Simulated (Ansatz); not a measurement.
Input:

Mg2ZnO3:
```cif
data_Mg2O3Zn
_chemical_formula_sum 'Mg2 Zn1 O3'
_space_group_name_H-M_alt 'P 1'
_space_group_IT_number 1
_cell_length_a 2.99675
_cell_length_b 2.99675
_cell_length_c 7.30680
_cell_angle_alpha 90.000
_cell_angle_beta 90.000
_cell_angle_gamma 120.000
loop_
_space_group_symop_operation_xyz
  'x, y, z'
loop_
_atom_site_label
_atom_site_type_symbol
_atom_site_fract_x
_atom_site_fract_y
_atom_site_fract_z
_atom_site_occupancy
Mg1 Mg 0.33333 0.66667 0.66632 1
Mg2 Mg 0.66667 0.33333 0.33368 1
Zn1 Zn 0.00000 0.00000 0.00000 1
O1 O 0.33333 0.66667 0.17118 1
O2 O 0.66667 0.33333 0.82882 1
O3 O 0.00000 0.00000 0.50000 1
```

This is the PBEsol-relaxed structure.

**Question.** All from PBEsol in the plane-wave PAW code Ansatz, unless another level is named. Give the band gap.

**Answer.** 3.06 eV (indirect).

**Question.** Next, the smallest direct gap on the standard path?

**Answer.** 3.14 eV.

**Question.** Next, the HSE06 gap on the PBEsol cell?

**Answer.** 4.95 eV.

**Question.** What about the conduction-band minimum?

**Answer.** at Γ.

**Question.** Next, the weight of the conduction-edge state by species (Voronoi cells)?

**Answer.** O 51 %, Mg 25 %, Zn 24 %.

Space group P-3m1. The workflow started from a Materials Project entry (that database holds measured and hypothetical structures alike); the Crystallography Open Database copy checked does not list it. With Mg and Zn taken as one species the cell has the higher symmetry Fm-3m, so it may be an ordered model of a mixed-site phase. Whether it is the stable phase at ambient conditions was not checked. The PBEsol relaxation kept the symmetry of its start; of distortions, only those at the zone centre were tested.

Potentials: the later of the program's two PAW sets.
